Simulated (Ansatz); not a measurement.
ZrTa in space group Pmma (No. 51; Ta on 2e, Zr on 2f) at seven volumes, the program Ansatz at the r²SCAN level (PAW), shape and atoms relaxed at each. One row is withheld.

```tsv
V (Å³/atom)	P (GPa)
18.796	13.76
19.416	8.47
20.036	?
20.655	0.00
21.275	-3.39
21.894	-6.34
22.514	-8.90
```

### Question
Fit the shown pressures and predict the withheld one.

### Answer
Third-order Birch–Murnaghan: P = (3/2)B₀(x^(7/2) − x^(5/2))[1 + (3/4)(B′ − 4)(x − 1)] with x = (V₀/V)^(2/3). Least squares on the six rows gives V₀ = 20.655 Å³/atom, B₀ = 121.7 GPa, B′ = 3.83. At V = 20.036, x = 1.0205 and P = 3.93 GPa. The run itself gave 3.94 GPa.

The start of the workflow was typed in or built on a structure type; neither database checked (COD, Materials Project) lists it. Its standing as an ambient phase is unchecked. Symmetry was held in the r²SCAN relaxation; its stability against distortions is not shown here. The run is not spin-polarised. Its formation energy is positive at this level, so the cell may be metastable or incomplete. Spin–orbit coupling is left out wherever it is not named.

Potentials: the later of the program's two PAW sets.
